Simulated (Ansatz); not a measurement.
BaTiO3, a database entry at a rescaled volume

```
Ti O Ba
1.0
     4.02687    0.00000    0.00000
     0.00000    4.02687    0.00000
     0.00000    0.00000    4.06066
Ti O Ba
1 3 1
Direct
  0.50000 0.50000 0.51000
  0.50000 0.00000 0.47900
  0.00000 0.50000 0.47900
  0.50000 0.50000 0.97800
  0.00000 0.00000 0.00000
```

Method: PBE, no spin polarisation; PAW, plane waves to 420 eV, 6×6×6 Γ-centred mesh, cold occupations (width 0.0257 eV) (Ansatz 0.2.0), atoms fixed.

- Stress: The pressure is -1.3 GPa (compression positive), so with the atoms held at these fractions the cell would first shrink.
- Forces: The largest is on O4: 0.52 eV/Å, components (0.00, 0.00, -0.52). It makes 0° with the line to a nearest neighbour, Ti1 at 1.90 Å, pointing towards it.
- Formation energy: -3.10 eV an atom against the elements' usual phases (free molecules for gases, crystals otherwise, with no correction for O₂ or N₂), so it is bound against them; other compounds may still compete. Relaxing would lower it.
- Contacts: Ti–O at 1.90 Å: least valence density 0.82 e/Å³ and ELF 0.24 there. Ba–O at 2.80 Å: least valence density 0.18 e/Å³ and ELF 0.09 there, a closed-shell (ionic or weak) contact. Both are smooth PAW fields, read partly inside the augmentation spheres.
- Electronic structure: The gap is 1.79 eV, indirect (the least direct gap found is 2.09 eV). A semilocal functional usually gives too small a gap.

Origin: a database entry at a rescaled volume.
